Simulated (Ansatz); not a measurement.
# ZrHg: strain energy, fitted

ZrHg, P4/mmm, a = 3.103 Å, c = 4.253 Å. The structure is a COD entry; whether it is the stable form wasn't checked. Ansatz: PBEsol, PAW, 420 eV, Γ-centred 14×14×10 mesh on 2 atoms, Gaussian smearing 0.10 eV; no spin polarisation. Series: strain along c alone, the other axes held, atoms fixed by symmetry; x is the strain in per cent. y is the free energy over the unstrained cell, V0 = 20.472 Å³/atom.

```
x (%) y (meV/atom)
 -4.5             ?
 -3.0         10.64
 -1.5          2.62
  0.0          0.00
  1.5          2.49
  3.0          9.71
  4.5         21.27
```

Q: Fit y = c2 x² + c3 x³ to the other rows, turn c2 into a modulus, and predict the missing energy.

A: Least squares on the rows shown. y = 1.1301 x² − 0.017647 x³. In eV per unit strain² c2 is 11.30; this is C33 with relaxed ions (E = ½ C33 V0 ε²): 2 × 11.30 × 160.2 / (20.472) = 177 GPa. At x = -4.5 the fit asked for gives 24.49 meV/atom. The run gave 24.22 meV/atom, so the fit is 0.27 meV/atom too high, 1.1 % of the span of the series, against an rms of 0.01 meV/atom on the fitted rows. The row lies outside the fitted range. With a term in x⁴ added, a fit to the same known rows predicts 24.40 meV/atom, which recovers part of the miss; the known rows don't hold the rest.

Spin–orbit coupling is left out, which can shift energies with elements as heavy as these.